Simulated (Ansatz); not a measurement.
One crystal and one scan (scan of one atom of the cell) at two levels, PBE-D3(BJ) (plane waves to 420 eV, PAW, scalar-relativistic; Ansatz, a first-principles code) and r2SCAN+rVV10 (plane waves to 500 eV, PAW, scalar-relativistic; Ansatz), each from its own relaxed cell and on its own mesh.

The crystal is Bi (A7 type, space group R-3m); one Bi atom of a 2-atom cell moves by s along Cartesian [111], with its periodic images.

Energies are smeared free energies. Bi was relaxed with its symmetry unable to fall. Spin-orbit coupling is left out, though Bi is heavy. The PAW data are Ansatz's earlier set. With partly filled bands, energies and forces of such displacements shift with the k mesh and the smearing.

| quantity | run 1 | run 2 |
|---|---|---|
| Lattice constant a (Å) | 4.534 | 4.522 |
| Lattice constant c (Å) | 11.65 | 12.03 |
| Relaxed volume (Å³/atom) | 34.57 | 35.49 |
| Force constant k = d²E/ds² at s = 0 (finite differences) (eV/Å²) | 2.30 | 3.29 |

**Question.** Which run is which level?

**Answer.** Run 1 is PBE-D3(BJ), run 2 is r2SCAN+rVV10. PBE-D3(BJ) gives the higher value for: lattice constant a. PBE-D3(BJ) gives the lower value for: lattice constant c; relaxed volume; force constant k = d²E/ds² at s = 0. Both give the same shape of the curve: a single well with its minimum at or next to zero displacement. Neither level is exact: the differences show how much the result hangs on the functional.

(For displaced atoms, the force is minus the slope of the energy, and its curvature is a force constant, which sets phonon frequencies.)
